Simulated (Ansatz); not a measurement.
Ag2S:
```
CELL_PARAMETERS angstrom
      2.32638    -3.46682     0.00000
      2.32638     3.46682     0.00000
      0.00000     0.00000     7.21124
ATOMIC_POSITIONS crystal
  Ag 0.00000 0.00000 0.00000
  Ag 0.60671 0.39329 0.25000
  Ag 0.39329 0.60671 0.75000
  Ag 0.00000 0.00000 0.50000
  S  0.77322 0.22678 0.75000
  S  0.22678 0.77322 0.25000
```

Relaxed with PBEsol. Special points in fractions of this cell's reciprocal vectors: Γ (0.000, 0.000, 0.000); Y (-0.500, 0.500, 0.000); C0 (-0.363, 0.637, 0.000); Σ0 (0.363, 0.363, 0.000); Z (0.000, 0.000, 0.500); A0 (0.363, 0.363, 0.500); E0 (-0.363, 0.637, 0.500); T (-0.500, 0.500, 0.500); S (0.000, 0.500, 0.000); R (0.000, 0.500, 0.500).

### Question
List the band energies nearest the valence-band maximum at these points for the program Ansatz at the PBEsol level (PAW).

### Answer
In eV from the valence-band maximum; about four levels below and three above (degenerate sets whole), none deeper than 8.9 eV; points with the same levels are listed once.

```json
[
 {"k": "Γ", "below": "-1.10 -0.88 -0.47 0.00", "above": "0.95 1.51 4.71"},
 {"k": "Y", "below": "-2.32 -2.28 -0.72 -0.48", "above": "1.32 2.29 2.34"},
 {"k": "C0", "below": "-2.04 -1.74 -1.51 -0.33", "above": "1.94 3.49 3.82"},
 {"k": "Z", "below": "-0.42 -0.42 -0.20 -0.20", "above": "1.78 1.78 4.27 4.27"},
 {"k": "A0", "below": "-1.88 -1.88 -0.74 -0.74", "above": "3.36 3.36 3.76 3.76"},
 {"k": "T", "below": "-1.39 -1.39 -1.36 -1.36", "above": "2.37 2.37 3.66 3.66"},
 {"k": "S", "below": "-1.87 -1.49 -0.50 -0.14", "above": "2.24 2.49 3.28"},
 {"k": "R", "below": "-1.28 -1.28 -0.31 -0.31", "above": "1.44 1.44 4.54 4.54"}
]
```

Space group Cmcm. The workflow started from a Materials Project entry (that database holds measured and hypothetical structures alike); the Crystallography Open Database copy checked does not list it. COD files the formula under space group No. 4, 14, so this cell is another polymorph or a model. Its standing as an ambient phase is unchecked. The PBEsol relaxation kept the symmetry of its start; of distortions, only those at the zone centre were tested. The run is not spin-polarised. Spin–orbit coupling is left out wherever it is not named.

Potentials: the later of the program's two PAW sets.
